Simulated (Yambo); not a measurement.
RPA spectrum of AlN (wurtzite, space group P6_3mc, No. 186) on PBEsol bands in Yambo (15×15×8 mesh, 32 bands, 4 Ry local-field block, 0.2 eV broadening; field along x). CGrdSpXd merges neighbouring transition energies to save time; the report line [X-CG] gives the poles kept by one of the 4 MPI tasks, and where the merging fails may depend on that split. Axes are Cartesian, with cell vectors (Å) (3.11, 0.00, 0.00), (-1.56, 2.70, 0.00), (0.00, 0.00, 4.98).

```csv
CGrdSpXd asked (%),share reached (%),poles used (one task),static ε,largest change of Im ε (% of its maximum),rough time
100,100,5034,4.36,0.0,1
70,69,3522,4.36,0.0,within a factor of two
30,29,1510,4.36,0.3,within a factor of two
15,1,56,4.42,12,about 1/3
5,1,56,4.42,12,about 1/2
```

All runs end normally. In the runs at 15 %, 5 % few poles are left or the spectrum changes by over a quarter of its peak, and no warning says so. Times are rough ratios from shared machines. The k mesh wasn't tested; the rows compare only with each other.

Geometry relaxed with PBEsol; primitive cell a = b = 3.1131 Å, c = 4.9828 Å, α = β = 90.00°, γ = 120.00°.
